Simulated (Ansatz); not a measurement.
## Rocksalt alloy of MgO and ZnO (24 of 32 Mg sites exchanged), 64 atoms

Ansatz, PAW, plane waves. PBEsol relaxation of volume and atoms (shape held) at the single k point (¼, ¼, ¼) without its symmetry partners; single points on the relaxed atoms at the single k point (¼, ¼, ¼) without its symmetry partners, onto which points of the small cell's zone fold. Arrangement: unlike neighbours preferred. No spin–orbit coupling unless named.

Relaxed structure:

```
O Zn Mg
1.0
     8.50735    0.00000    0.00000
     0.00000    8.50735    0.00000
     0.00000    0.00000    8.50735
O Zn Mg
32 24 8
Direct
  0.25209 0.99957 0.00038
  0.25258 0.99801 0.50010
  0.25211 0.50041 0.00045
  0.25265 0.50207 0.50002
  0.74750 0.99978 0.00029
  0.74747 0.99945 0.50020
  0.74747 0.49962 0.00037
  0.74772 0.49995 0.50003
  0.00003 0.24990 0.00027
  0.99988 0.24973 0.50045
  0.99941 0.74972 0.99864
  0.00181 0.75021 0.50259
  0.49952 0.24980 0.00030
  0.50002 0.24988 0.50004
  0.49971 0.74982 0.99992
  0.49720 0.74977 0.50045
  0.99988 0.00174 0.25029
  0.99952 0.00000 0.75070
  0.99957 0.49802 0.25026
  0.99975 0.49960 0.75035
  0.50017 0.00005 0.25013
  0.49995 0.00022 0.75030
  0.50021 0.49973 0.25005
  0.49985 0.49936 0.75032
  0.24719 0.24982 0.25037
  0.24718 0.24975 0.75008
  0.24918 0.75008 0.25187
  0.24664 0.74971 0.74807
  0.75242 0.24979 0.25044
  0.75235 0.25001 0.75041
  0.75062 0.74996 0.25042
  0.75197 0.74968 0.75026
  0.99993 0.99980 0.00031
  0.99995 0.99993 0.50034
  0.99962 0.49989 0.00018
  0.00003 0.49994 0.50031
  0.24986 0.25005 0.99995
  0.24978 0.24992 0.50019
  0.24967 0.75005 0.00013
  0.74986 0.24971 0.00023
  0.75025 0.24975 0.50019
  0.74961 0.74989 0.00053
  0.74993 0.74976 0.50023
  0.24988 0.00013 0.25019
  0.24980 0.99972 0.75010
  0.24976 0.49978 0.25012
  0.24983 0.50002 0.75011
  0.75013 0.99991 0.25025
  0.74980 0.99969 0.75040
  0.75012 0.49975 0.25007
  0.74973 0.49986 0.75021
  0.99981 0.74988 0.25025
  0.50003 0.24997 0.25016
  0.49995 0.24980 0.75017
  0.49977 0.74991 0.25033
  0.49943 0.74980 0.74999
  0.49988 0.99993 0.00036
  0.50033 0.00038 0.50003
  0.49992 0.49985 0.00030
  0.50032 0.49943 0.49994
  0.24939 0.75001 0.49975
  0.99994 0.24982 0.25009
  0.99977 0.24980 0.75048
  0.99917 0.74984 0.75080
```

Problem. What are the mean bond lengths by pair (pairs within 1.2 times the sum of covalent radii, less contacts 15 % beyond the pair's median; cation–cation pairs of compounds aside; long ionic contacts are cut short by that bound)?

Solution. Mg–O 2.117 ± 0.010 Å (standard deviation, 48 bonds); O–Zn 2.130 ± 0.008 Å (standard deviation, 144 bonds).

Problem. What gap lies between the top filled and the lowest empty level in the single points?

Solution. HSE06 4.57 eV (4.8 min on 7 threads of Neoverse-V2). Away from Γ this isn't the crystal's band gap.
